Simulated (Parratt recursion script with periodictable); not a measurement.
# Interface roughness in an EUV mirror: Si/Rh multilayer on Si

| layer, from the top | thickness (Å) | density (g/cm³) | rms roughness of its top face (Å) | δ at 13.5 nm | β at 13.5 nm |
|---|---|---|---|---|---|
| Si (in each period) | 46.9 | 2.313 | varied | 9.927 × 10⁻⁴ | 0.001813 |
| Rh (in each period) | 25.2 | 12.398 | varied | 0.1248 | 0.03117 |
| Si (substrate) | – | 2.313 | 5 | 9.927 × 10⁻⁴ | 0.001813 |

The refractive index is n = 1 − δ + iβ; the runs take δ and β at each wavelength of the scan. Vacuum lies above.

Densities are inputs, not measurements. They were set from computed cells of the Materials Project: Si from entry mp-149 (Fd-3m, 2.313 g/cm³); Rh from entry mp-74 (Fm-3m, 12.398 g/cm³). A layer's crystal structure does not enter its constants, only its composition and density.

Model: EUV and soft X-ray reflectivity, Parratt recursion, Névot-Croce roughness, Henke tables. Program: Parratt recursion script with periodictable 1.7.1.

Light falls at α = 20° from the surface normal. R is the mean of s and p polarisation. The wavelength is scanned from 12.42 to 14.58 nm in 161 evenly spaced points, without smoothing. The peak is the highest scan point; its wavelength and height come from a parabola through R at that point and its two neighbours.

The pair is repeated 30 times. The runs differ only in σ, the roughness on top of both layers of each period; the substrate's stays as listed.

```
σ (Å)  peak λ (nm)  peak R (%)
-----  -----------  ----------
0           13.137        54.8
5           13.113        51.1
6           13.104           ?
```

Problem. Estimate the peak reflectivity at σ = 6 Å from a line of ln R against σ², and compare with the factor exp[−(2πσ/D)²] for one weak reflection.

Solution. With R₀ = 54.8 % of the first row, ln(R/R₀) is 0.0000 at σ² = 0, −0.0699 at σ² = 25 Å². The line through them has slope −0.00280 Å⁻² and intercept 0.0000, which gives 49.5 % at σ² = 36 Å². For D = 72.1 Å, (2π/D)² = 0.00759 Å⁻², and that slope from the first row gives 41.7 %.

The run gave 49.5 %, so the line misses by 0.0 points. The fitted slope is 0.37 of (2π/D)² in size.
